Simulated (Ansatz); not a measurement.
A geometry of AlPt away from equilibrium: the start of the relaxation of a relaxed AlPt cell shaken by Gaussian noise of σ = 0.08 Å a coordinate. The numbers are results of PBEsol (plane waves to 420 eV, PAW, scalar-relativistic; Ansatz, a first-principles code), not measurements. Γ-centred k-mesh 6×7×7 on the run's cell (coarser than for final values), Fermi–Dirac smearing 0.05 eV.

```xyz
8
Lattice="5.2445 0.0000 0.0000 0.0000 4.8538 0.0000 0.0000 0.0000 4.6415" Properties=species:S:1:pos:R:3 pbc="T T T"
Al     1.8526     2.6917     1.1166
Al     1.6211     4.6150     3.4543
Al     3.4566     0.2945     1.0727
Al     3.5209     2.0861     3.3941
Pt     4.3245     2.7015     1.2135
Pt     4.2955     4.6308     3.3608
Pt     1.0533     0.2287     1.2749
Pt     0.9504     2.0610     3.5407
```

**Question.** What forces act on the atoms (eV/Å)?

**Answer.** 
```
atom     Fx     Fy     Fz
----  -----  -----  -----
Al1   -0.26   0.16   0.35
Al2    1.56  -1.62   1.56
Al3    0.66  -0.15  -0.29
Al4   -0.57   0.59   1.01
Pt5    0.97   0.26  -1.01
Pt6    0.11  -0.85   0.53
Pt7   -1.82   0.44  -1.73
Pt8   -0.65   1.17  -0.41
```

**Question.** What is the pressure?

**Answer.** +5.5 GPa, compression positive.

**Question.** How much energy per atom can still be gained by relaxing?

**Answer.** 0.08 eV/atom; the path ends in Pbcm (No. 57) (AFLOW prototype AB_oP8_57_d_d (as in TlF)).

No spin polarisation in the result.

The end of the path is a generated cell of AlPt: the first start was made by placing the elements on the sites of a structure type, and the end was not matched to a known phase here, so it may be hypothetical.
